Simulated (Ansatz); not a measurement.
C in space group P6_122 (No. 178; C on 6b) at seven volumes, PBE in the plane-wave PAW code Ansatz, shape and atoms relaxed at each. One row is withheld.

| V (Å³/atom) | P (GPa) |
|---|---|
| 5.658 | 43.50 |
| 5.844 | 26.91 |
| 6.031 | 12.52 |
| 6.217 | 0.03 |
| 6.404 | ? |
| 6.590 | -20.20 |
| 6.777 | -28.35 |

### Question
Fit the shown pressures and predict the withheld one.

### Answer
P = (3/2)B₀(x^(7/2) − x^(5/2))[1 + (3/4)(B′ − 4)(x − 1)] with x = (V₀/V)^(2/3). Least squares on the six rows gives V₀ = 6.218 Å³/atom, B₀ = 387 GPa, B′ = 3.73. At V = 6.404, x = 0.9805 and P = -10.80 GPa. The run itself gave -10.81 GPa.

The start of the workflow was typed in or built on a structure type; neither database checked (COD, Materials Project) lists it. It is not the phase usual at ambient conditions (space group No. 194, 227). The PBE relaxation kept the symmetry of its start; whether a distortion lowers the energy is not shown.

Potentials: the earlier of the program's two PAW sets.
